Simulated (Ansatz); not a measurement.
YSi:
```cif
data_Si4Y4
_chemical_formula_sum 'Y4 Si4'
_space_group_name_H-M_alt 'Cmcm'
_space_group_IT_number 63
_space_group_name_Hall '-C 2c 2'
_cell_length_a 4.28567
_cell_length_b 10.56065
_cell_length_c 3.84124
_cell_angle_alpha 90.000
_cell_angle_beta 90.000
_cell_angle_gamma 90.000
loop_
_atom_site_label
_atom_site_type_symbol
_atom_site_symmetry_multiplicity
_atom_site_Wyckoff_symbol
_atom_site_fract_x
_atom_site_fract_y
_atom_site_fract_z
_atom_site_occupancy
Y1 Y 4 c 0.00000 0.14049 0.75000 1
Si1 Si 4 c 0.00000 0.57582 0.25000 1
```
(The calculation used a cell of 4 atoms; values per cell refer to that cell.)

Relaxed at zero pressure with DFT-r²SCAN in the program Ansatz with PAW potentials.

The volume is raised by 3 % and shape and atoms relax at that volume. What pressure results, and how do the axes share the change?

-2.6 GPa; a 1.0 %, b 1.0 %, c 1.0 %; the energy rises by 5 meV/atom.

Give the new structure.


Space group Cmcm (No. 63); a = 4.3269 Å, b = 10.6692 Å, c = 3.8789 Å, α = β = γ = 90.00°

| atom | site | symmetry | x | y | z |
|---|---|---|---|---|---|
| Y | 4c | m2m | 0.0000 | 0.1401 | 0.7500 |
| Si | 4c | m2m | 0.0000 | 0.5758 | 0.2500 |

The phase is kept; no other phase was compared at this pressure.

The workflow started from a Materials Project entry (that database holds measured and hypothetical structures alike); the Crystallography Open Database copy checked does not list it. Whether it is the stable phase at ambient conditions was not checked. Symmetry was held in the r²SCAN relaxation; its stability against distortions is not shown here. No spin polarisation was allowed.

Potentials: the later of the program's two PAW sets.
